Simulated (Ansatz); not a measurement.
Values for one crystal, relaxed and computed with plane-wave PAW r²SCAN (Ansatz code); other levels are named.

| Item | Result |
|---|---|
| Volume per atom | 16.47 Å³ |
| Electronic character | metallic (no gap) |
| Pressure derivative B′ | 4.2 |
| Formation energy from the elements (no fitted shifts) | -0.40 eV/atom |
| Bulk modulus (Birch–Murnaghan fit) | 208 GPa |
| Density of states at the Fermi level | 0.38 states/eV per atom (mean over ±0.08 eV) |

### Question
Which compound is it?
A. ReB2, P6_3/mmc (Re on 2c, B on 4f)
B. Ta5Ge3, I4/mcm (Ta on 16k, Ta on 4b, Ge on 8h, Ge on 4a)
C. Fe3N, P6_322 (Fe on 6g, N on 2d)
D. EuGe, Cmcm (Eu on 4c, Ge on 4c)

### Answer
B, Ta5Ge3, I4/mcm (Ta on 16k, Ta on 4b, Ge on 8h, Ge on 4a)

The workflow started from a Materials Project entry (that database holds measured and hypothetical structures alike); the Crystallography Open Database copy checked does not list it. Its standing as an ambient phase is unchecked. The r²SCAN relaxation kept the symmetry of its start; whether a distortion lowers the energy is not shown. The run is not spin-polarised. The references are the lowest solids computed at this level, not always the standard phases. Spin–orbit coupling is left out wherever it is not named.

Potentials: the later of the program's two PAW sets.
